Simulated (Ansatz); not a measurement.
**A plane-wave run on NaSc₃In₂Rh₈**

Input file of Ansatz 0.2.0:

```yaml
crystal:
  lattice:
    - [3.61016174, 6.25298307, 0.0]
    - [-3.61016174, 6.25298307, 0.0]
    - [0.0, 0.0, 5.78310922]
  atoms:
    - { symbol: In, position: [0.66667, 0.66666, 0.39747] }
    - { symbol: In, position: [0.33333, 0.33334, 0.60253] }
    - { symbol: Sc, position: [0.5, 0.5, 0.0] }
    - { symbol: Sc, position: [0.0, 0.5, 0.0] }
    - { symbol: Sc, position: [0.5, 0.0, 0.0] }
    - { symbol: Rh, position: [0.66667, 0.66666, 0.76784] }
    - { symbol: Rh, position: [0.33333, 0.33334, 0.23216] }
    - { symbol: Rh, position: [0.3558, 0.8221, 0.23651] }
    - { symbol: Rh, position: [0.8221, 0.3558, 0.23651] }
    - { symbol: Rh, position: [0.8221, 0.8221, 0.23651] }
    - { symbol: Rh, position: [0.1779, 0.1779, 0.76349] }
    - { symbol: Rh, position: [0.1779, 0.6442, 0.76349] }
    - { symbol: Rh, position: [0.6442, 0.1779, 0.76349] }
    - { symbol: Na, position: [0.0, 0.0, 0.5] }
  symmetry: { tolerance: 0.0003 }
kpoints:
  mp_grid: { grid: [4, 4, 5], shift: [0, 0, 0] }
  band_path:
    path:
      - [0.0, 0.0, 0.0]
      - [0.5, 0.5, 0.0]
      - [0.33333333, 0.66666667, 0.0]
      - [0.0, 0.0, 0.0]
      - [0.0, 0.0, 0.5]
      - [0.5, 0.5, 0.5]
      - [0.33333333, 0.66666667, 0.5]
      - [0.0, 0.0, 0.5]
      - [0.5, 0.5, 0.5]
      - [0.5, 0.5, 0.0]
      - [0.33333333, 0.66666667, 0.5]
    npoints: 6
magnetization:
  spin_polarized: false
scf:
  occupations: { method: cold, width: 0.0152 }
  lower_state_search: "off"
  max_iter: 200
hamiltonian:
  pseudopotentials: { kind: paw }
  xc: r2scan
basis:
  ecutwfc: 500
  fft_grid_basis: typed
output:
  forces: true
  stress: true
  eigenvalues: true
  populations: true
  elf: true
  write_potential: true
  volumetric_format: npy
  dos:
    e_range: [-12, 8]
    de: 0.05
    projected: { site_lists: { In: [In], Na: [Na], Rh: [Rh], Sc: [Sc] } }
checkpoint:
  read: saved_state
```

The run starts from an earlier solution of this cell. 

Parts of the output:

```
Warning: the atoms were moved onto the symmetric positions of the space group found under crystal.symmetry.tolerance 3.0e-4 (fractional; no operation is sought that the atoms, as they stand in a round, miss by more than twice it, and no atom is moved by as much as it), and the run uses the moved positions.
Pseudopotentials: kind: paw
Pseudopotential: In, paw, valence charge 13, recommended cutoff 500 eV (meta_gga), In.paw.azcp
Pseudopotential: Sc, paw, valence charge 11, recommended cutoff 500 eV (meta_gga), Sc.paw.azcp
Pseudopotential: Rh, paw, valence charge 17, recommended cutoff 500 eV (meta_gga), Rh.paw.azcp
Pseudopotential: Na, paw, valence charge 9, recommended cutoff 500 eV (meta_gga), Na.paw.azcp
Functional definition: r2SCAN
  exchange = r2scan_x(k0 = k0, k1 = k1, a1 = a1)
  correlation = r2scan_c
Crystal: 14 atoms, lattice volume = 261.099 Å³
Basis set: ecut = 500 eV, 6603 PW (Γ), exchange–correlation on 216×216×180 points (64 copies of the dense FFT grid, shifted against one another)
Bands: 123, of which v1, the nominal top of the filled ones, is band 102 counted from 1 (101 counted from 0)
Symmetry: 12 space group operations
Space group: P-3m1 (ITA 164), of the structure as read, at distance tolerance 1.9e-3 Å
k-points: 14 of 80
Initial density: read from a saved state, or passed on in memory by an earlier SCF of this step, an earlier step, the calling program or the single point that the run made first
Functional: x = r2scan, c = r2scan; τ floored in thin density (d = 2e-4 eV/Å³)
Free energy (F): -70438.5764 eV
Harris-Foulkes:  -70438.5764 eV  (|F-HF|=7.57e-10)
Internal energy: -70438.5755 eV  (E = F + TS)
E sigma→0 (E₀):  -70438.5761 eV
Entropy (-TS):   -0.0008 eV (-0.058 meV/atom)
Fermi energy:    13.3629 eV
--- Per-component energies (eV) ---
  E_band       = -2349.5623
  E_kinetic    = 6091.2763
  E_local      = -25258.0497  (includes V_loc(G=0)·N_el)
  E_nonlocal   = 4017.9227
  E_hartree    = 9555.0493
  E_xc         = -2491.3478
  E_vxc        = -3233.0736  (∫ρ·V_xc dr)
  E_paw        = -40399.7650  (= ΣΔE_a)
  E_vpaw       = -3298.8170  (= ΣTr[D̂ρ^β])
  E_aug_tail   = 0.0052  (compensation charges beyond the density's cutoff)
  E_vtau       = 221.0677  (kinetic-family band-sum trace: ∫τ·v_τ [+ j·A + Jᵃ·Aᵃ] dr)
  E_ewald      = -21951.8963
  E_core_change = -1.7703  (= ΣΔE_core)
  E_smearing   = -0.0008  (= −TS)
--- Stress (GPa, compression-positive) ---
       30.0290       0.0000       0.0000
        0.0000      30.0290       0.0000
        0.0000       0.0000      39.4722
  P = ⅓ Tr σ = 33.1768 GPa (331.768 kbar)
--- Löwdin populations: 14 sites ---
  site symbol       q [e]
     0     In     12.9054
     1     In     12.9054
     2     Sc     10.4204
     3     Sc     10.4204
     4     Sc     10.4204
     5     Rh     17.2416
     6     Rh     17.2416
     7     Rh     17.2296
     8     Rh     17.2296
     9     Rh     17.2296
    10     Rh     17.2296
    11     Rh     17.2296
    12     Rh     17.2296
    13     Na      8.5197
  spilling = 0.0027 (of n_electrons = 204.0000)
```

Origin: a known structure type with other elements, at an estimated volume, so it need not be a known compound. Caveats: atoms or cell far from equilibrium.
